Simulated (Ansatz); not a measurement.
HCOOH on a (001) slab of PtSe2 (P-3m1 (No. 164)), 3 planes, outer planes Se (top) and Se (bottom), 1 a cell of 49.3 Å², relaxed and still whole (its atoms last):

```yaml
crystal:
  lattice:
    - [7.54340, 0.00000, 0.00000]
    - [-3.77170, 6.53278, 0.00000]
    - [0.00000, 0.00000, 20.56081]
  atoms:
    - { symbol: Se, position: [0.33333, 0.16667, 0.38909] }
    - { symbol: Se, position: [0.33333, 0.66667, 0.38909] }
    - { symbol: Se, position: [0.83333, 0.16667, 0.38909] }
    - { symbol: Se, position: [0.83333, 0.66667, 0.38909] }
    - { symbol: Pt, position: [0.99959, 0.99939, 0.45189] }
    - { symbol: Pt, position: [0.99957, 0.50051, 0.45179] }
    - { symbol: Pt, position: [0.50000, 0.99979, 0.45164] }
    - { symbol: Pt, position: [0.50054, 0.50051, 0.45163] }
    - { symbol: Se, position: [0.16714, 0.33357, 0.51361] }
    - { symbol: Se, position: [0.16724, 0.83348, 0.51431] }
    - { symbol: Se, position: [0.66639, 0.33320, 0.51450] }
    - { symbol: Se, position: [0.66602, 0.83322, 0.51451] }
    - { symbol: O, position: [0.27183, 0.21044, 0.66473] }
    - { symbol: C, position: [0.11422, 0.02487, 0.68006] }
    - { symbol: O, position: [0.95338, 0.93498, 0.65097] }
    - { symbol: H, position: [0.23196, 0.25834, 0.62547] }
    - { symbol: H, position: [0.15363, 0.96525, 0.72361] }
```

Computed with Ansatz, DFT PBE+D3(BJ), scalar-relativistic, plane waves, PAW. Settings: cutoff 420 eV, Γ-centred mesh 3×3×1 on the computed 17-atom cell, Gaussian smearing of 0.10 eV; no spin polarisation. The cell repeats along c with a dipole correction in the vacuum.

It binds with 0.28 eV a molecule against the clean slab and the free molecule (no zero-point or thermal terms); its shortest contact is H–Se 2.48 Å. Take first-order desorption with no barrier to adsorption, no reaction on the face and an assumed prefactor of 10^13 s⁻¹.

Task: How long does a molecule stay at 300 K?

Result: τ = ν⁻¹·exp(E/k_BT) with k_BT = 0.0259 eV: E/k_BT = 10.8, so τ ≈ 5×10^-9 s. At about one hit a site a second (10⁻⁶ mbar) the coverage is near τ × 1 s⁻¹, so a layer needs roughly 2×10^2 mbar.

Task: Where does its peak lie in a desorption experiment heated at 2 K/s?

Result: The peak obeys E/(k_B·T_p²) = (ν/β)·exp(−E/k_BT_p). Solving gives T_p ≈ 107 K (E/k_BT_p = 30.5). An error of 0.1 eV in E moves it by about 38 K, and larger molecules have larger prefactors, which lowers it.

Task: Is this physisorption or chemisorption?

Result: The tightest contact, H–Se 2.48 Å, is 1.64 times the sum of covalent radii, and deformation and lateral interaction add up to 0.00 eV; under 0.01 e cross the plane between them. This is physisorption.